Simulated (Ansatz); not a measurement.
C:
```cif
data_C12
_chemical_formula_sum 'C12'
_space_group_name_H-M_alt 'P 1'
_space_group_IT_number 1
_cell_length_a 3.79556
_cell_length_b 3.79556
_cell_length_c 4.67220
_cell_angle_alpha 90.000
_cell_angle_beta 90.000
_cell_angle_gamma 90.000
loop_
_space_group_symop_operation_xyz
  'x, y, z'
loop_
_atom_site_label
_atom_site_type_symbol
_atom_site_fract_x
_atom_site_fract_y
_atom_site_fract_z
_atom_site_occupancy
C1 C 0.92396 0.07604 0.25000 1
C2 C 0.42396 0.42396 0.00000 1
C3 C 0.07604 0.92396 0.75000 1
C4 C 0.57604 0.57604 0.50000 1
C5 C 0.37886 0.83295 0.96637 1
C6 C 0.66705 0.87886 0.71637 1
C7 C 0.62114 0.16705 0.46637 1
C8 C 0.33295 0.12114 0.21637 1
C9 C 0.87886 0.66705 0.28363 1
C10 C 0.16705 0.62114 0.53363 1
C11 C 0.12114 0.33295 0.78363 1
C12 C 0.83295 0.37886 0.03363 1
```

Relaxed with r²SCAN.

Problem. Which orbitals make up the states near the band edges in r²SCAN (plane waves, PAW; program Ansatz)?

Solution. Top 1 eV of the valence band: C 2p 96 %. Bottom 1 eV of the conduction band: C 2p 73 %, C 2s 20 %, outside the projected shells 7 %. Projections are on Löwdin-orthogonalised atomic valence shells; empty p or d shells of many metals are not among them.

Problem. Tabulate the density of states.

Solution. States/eV per cell of 12 atoms, in 0.25 eV bins, energy from the valence-band maximum.

| E (eV) | total | C 2p | C 2s |
|---|---|---|---|
| -7.86 | 2.71 | 2.16 | 0.55 |
| -7.61 | 2.50 | 1.96 | 0.54 |
| -7.36 | 3.15 | 2.45 | 0.68 |
| -7.11 | 2.46 | 1.95 | 0.51 |
| -6.86 | 3.19 | 2.51 | 0.66 |
| -6.61 | 3.22 | 2.56 | 0.65 |
| -6.36 | 3.17 | 2.52 | 0.64 |
| -6.11 | 2.80 | 2.26 | 0.53 |
| -5.86 | 2.11 | 1.71 | 0.39 |
| -5.61 | 2.96 | 2.46 | 0.49 |
| -5.36 | 3.35 | 2.83 | 0.51 |
| -5.11 | 3.25 | 2.77 | 0.47 |
| -4.86 | 3.13 | 2.69 | 0.43 |
| -4.61 | 3.42 | 2.98 | 0.43 |
| -4.36 | 3.21 | 2.82 | 0.38 |
| -4.11 | 2.75 | 2.45 | 0.30 |
| -3.86 | 3.92 | 3.54 | 0.37 |
| -3.61 | 4.84 | 4.41 | 0.41 |
| -3.36 | 3.66 | 3.36 | 0.29 |
| -3.11 | 3.22 | 2.96 | 0.24 |
| -2.86 | 5.13 | 4.79 | 0.32 |
| -2.61 | 4.42 | 4.15 | 0.25 |
| -2.36 | 3.77 | 3.54 | 0.21 |
| -2.11 | 3.88 | 3.64 | 0.23 |
| -1.86 | 4.97 | 4.67 | 0.28 |
| -1.61 | 3.97 | 3.73 | 0.22 |
| -1.36 | 3.40 | 3.22 | 0.17 |
| -1.11 | 4.48 | 4.28 | 0.17 |
| -0.86 | 5.88 | 5.63 | 0.22 |
| -0.61 | 3.63 | 3.51 | 0.11 |
| -0.36 | 1.93 | 1.89 | 0.04 |
| -0.11 | 0.43 | 0.42 | 0.01 |
| 0.14 | 0.00 | 0.00 | 0.00 |
| 0.39 | 0.00 | 0.00 | 0.00 |
| 0.64 | 0.00 | 0.00 | 0.00 |
| 0.89 | 0.00 | 0.00 | 0.00 |
| 1.14 | 0.00 | 0.00 | 0.00 |
| 1.39 | 0.00 | 0.00 | 0.00 |
| 1.64 | 0.00 | 0.00 | 0.00 |
| 1.89 | 0.00 | 0.00 | 0.00 |
| 2.14 | 0.00 | 0.00 | 0.00 |
| 2.39 | 0.00 | 0.00 | 0.00 |
| 2.64 | 0.00 | 0.00 | 0.00 |
| 2.89 | 0.00 | 0.00 | 0.00 |
| 3.14 | 0.00 | 0.00 | 0.00 |
| 3.39 | 0.00 | 0.00 | 0.00 |
| 3.64 | 0.00 | 0.00 | 0.00 |
| 3.89 | 0.00 | 0.00 | 0.00 |
| 4.14 | 0.00 | 0.00 | 0.00 |
| 4.39 | 0.00 | 0.00 | 0.00 |
| 4.64 | 0.00 | 0.00 | 0.00 |
| 4.89 | 0.00 | 0.00 | 0.00 |
| 5.14 | 0.00 | 0.00 | 0.00 |
| 5.39 | 0.11 | 0.08 | 0.02 |
| 5.64 | 3.11 | 2.31 | 0.60 |
| 5.89 | 5.50 | 3.99 | 1.16 |
| 6.14 | 4.10 | 2.99 | 0.84 |
| 6.39 | 4.58 | 3.46 | 0.80 |
| 6.64 | 4.76 | 3.54 | 0.90 |
| 6.89 | 3.79 | 2.73 | 0.80 |
| 7.14 | 3.69 | 2.58 | 0.86 |
| 7.39 | 2.21 | 1.49 | 0.56 |
| 7.64 | 3.31 | 2.23 | 0.85 |
| 7.89 | 3.69 | 2.55 | 0.87 |
| 8.14 | 4.84 | 3.45 | 0.97 |
| 8.39 | 4.78 | 3.41 | 0.95 |
| 8.64 | 4.59 | 3.13 | 1.05 |
| 8.89 | 4.60 | 3.10 | 1.11 |
| 9.14 | 3.39 | 2.30 | 0.80 |
| 9.39 | 3.24 | 2.15 | 0.79 |
| 9.64 | 3.57 | 2.33 | 0.94 |
| 9.89 | 4.21 | 2.72 | 1.17 |
| 10.14 | 3.62 | 2.31 | 1.03 |

Space group P4_32_12. The start of the workflow was typed in or built on a structure type; neither database checked (COD, Materials Project) lists it. It is not the phase usual at ambient conditions (space group No. 194, 227). Symmetry was held in the r²SCAN relaxation; its stability against distortions is not shown here.

Potentials: the later of the program's two PAW sets.
